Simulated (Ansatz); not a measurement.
## Y₂Os: rattling a relaxed structure

The cell was found from a structure generator's guess, not taken from experiment.

Theory: Ansatz, DFT PBE, scalar-relativistic, plane waves, PAW. Cutoff 420 eV; k points 12×12×12 on the computed 3-atom cell (Γ-centred); Gaussian smearing, width 0.10 eV; no spin polarisation.

The cell below (3 atoms, space group Fm-3m (No. 225)) is relaxed within its symmetry.

```
CELL_PARAMETERS angstrom
0.00000 3.38970 3.38970
3.38970 0.00000 3.38970
3.38970 3.38970 0.00000
ATOMIC_POSITIONS crystal
Y 0.25000 0.25000 0.25000
Y 0.75000 0.75000 0.75000
Os 0.00000 0.00000 0.00000
```

For the test a repeat of it with 6 atoms (edges 4.79, 4.79, 8.30 Å) was strained at random (σ = 1.5 % a component), the atoms were moved at random (σ = 0.15 Å), and all was relaxed again on a coarse 6×6×6 mesh (in the run’s order of axes) with 0.20 eV smearing, with no symmetry imposed.

These runs have no spin–orbit coupling, which can matter for Os.

Question: What happens?

Answer: It returns, within 1 meV/atom of the unmoved cell on that mesh and with the same symmetry when read at 0.1 Å (R-3m at 0.01 Å, so small strains and shifts remain). So it is stable against the distortions that fit this cell and that this random move excites. Modes that don't fit the cell aren't tested.
